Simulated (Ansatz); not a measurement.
Te2Pt:
```cif
data_PtTe2
_chemical_formula_sum 'Te2 Pt1'
_space_group_name_H-M_alt 'P-3m1'
_space_group_IT_number 164
_space_group_name_Hall '-P 3 2"'
_cell_length_a 4.05326
_cell_length_b 4.05326
_cell_length_c 5.08988
_cell_angle_alpha 90.000
_cell_angle_beta 90.000
_cell_angle_gamma 120.000
loop_
_atom_site_label
_atom_site_type_symbol
_atom_site_symmetry_multiplicity
_atom_site_Wyckoff_symbol
_atom_site_fract_x
_atom_site_fract_y
_atom_site_fract_z
_atom_site_occupancy
Te1 Te 2 d 0.33333 0.66667 0.26713 1
Pt1 Pt 1 a 0.00000 0.00000 0.00000 1
```

Relaxed with PBE+D3(BJ).

Which orbitals make up the states near the Fermi level in PBE+D3(BJ) (plane waves, PAW; program Ansatz)?

Within 0.5 eV of the Fermi level: Te 5p 63 %, Pt 5d 26 %, Te 5s 5 %. Projections are on Löwdin-orthogonalised atomic valence shells; empty p or d shells of many metals are not among them.

Tabulate the density of states.

States/eV per cell of 3 atoms, in 0.25 eV bins, energy from the Fermi level.

| E (eV) | total | Te 5p | Pt 5d | Pt 6s |
|---|---|---|---|---|
| -7.85 | 0.00 | 0.00 | 0.00 | 0.00 |
| -7.60 | 0.00 | 0.00 | 0.00 | 0.00 |
| -7.35 | 0.00 | 0.00 | 0.00 | 0.00 |
| -7.10 | 0.25 | 0.16 | 0.04 | 0.04 |
| -6.85 | 0.74 | 0.47 | 0.12 | 0.12 |
| -6.60 | 1.92 | 1.18 | 0.31 | 0.35 |
| -6.35 | 2.17 | 1.33 | 0.51 | 0.24 |
| -6.10 | 3.09 | 1.95 | 0.94 | 0.11 |
| -5.85 | 2.33 | 1.45 | 0.73 | 0.08 |
| -5.60 | 2.74 | 1.25 | 1.37 | 0.06 |
| -5.35 | 4.48 | 1.79 | 2.51 | 0.09 |
| -5.10 | 4.17 | 1.72 | 2.16 | 0.13 |
| -4.85 | 1.82 | 0.69 | 0.92 | 0.06 |
| -4.60 | 2.11 | 0.79 | 1.12 | 0.07 |
| -4.35 | 3.04 | 1.02 | 1.75 | 0.13 |
| -4.10 | 4.68 | 1.25 | 3.12 | 0.09 |
| -3.85 | 5.48 | 1.10 | 4.15 | 0.07 |
| -3.60 | 1.31 | 0.28 | 0.98 | 0.02 |
| -3.35 | 6.90 | 0.81 | 5.68 | 0.24 |
| -3.10 | 3.23 | 0.98 | 1.95 | 0.14 |
| -2.85 | 2.52 | 1.11 | 1.23 | 0.07 |
| -2.60 | 2.74 | 1.32 | 1.26 | 0.05 |
| -2.35 | 2.56 | 1.46 | 0.97 | 0.03 |
| -2.10 | 2.21 | 1.32 | 0.76 | 0.02 |
| -1.85 | 2.37 | 1.53 | 0.67 | 0.02 |
| -1.60 | 2.22 | 1.53 | 0.51 | 0.02 |
| -1.35 | 1.97 | 1.44 | 0.37 | 0.02 |
| -1.10 | 1.54 | 1.17 | 0.24 | 0.02 |
| -0.85 | 1.18 | 0.92 | 0.15 | 0.01 |
| -0.60 | 0.79 | 0.61 | 0.10 | 0.01 |
| -0.35 | 0.53 | 0.39 | 0.08 | 0.01 |
| -0.10 | 0.98 | 0.62 | 0.25 | 0.01 |
| 0.15 | 1.50 | 0.90 | 0.43 | 0.03 |
| 0.40 | 1.69 | 1.03 | 0.47 | 0.03 |
| 0.65 | 1.62 | 1.02 | 0.42 | 0.03 |
| 0.90 | 1.52 | 1.01 | 0.35 | 0.03 |
| 1.15 | 1.66 | 1.13 | 0.35 | 0.04 |
| 1.40 | 1.79 | 1.24 | 0.36 | 0.05 |
| 1.65 | 1.77 | 1.26 | 0.34 | 0.04 |
| 1.90 | 1.77 | 1.31 | 0.32 | 0.02 |
| 2.15 | 1.44 | 1.09 | 0.26 | 0.01 |
| 2.40 | 0.91 | 0.71 | 0.16 | 0.00 |
| 2.65 | 0.29 | 0.21 | 0.04 | 0.02 |
| 2.90 | 0.17 | 0.04 | 0.00 | 0.06 |
| 3.15 | 0.42 | 0.11 | 0.01 | 0.15 |
| 3.40 | 0.76 | 0.21 | 0.02 | 0.25 |
| 3.65 | 1.27 | 0.36 | 0.03 | 0.37 |
| 3.90 | 2.15 | 0.63 | 0.07 | 0.56 |
| 4.15 | 1.37 | 0.38 | 0.03 | 0.35 |
| 4.40 | 1.37 | 0.31 | 0.02 | 0.31 |
| 4.65 | 1.68 | 0.29 | 0.02 | 0.32 |

The cell was relaxed with PBE+D3(BJ) under the symmetry of its start. No spin polarisation was allowed. Spin–orbit coupling is left out wherever it is not named.

Potentials: the later of the program's two PAW sets.
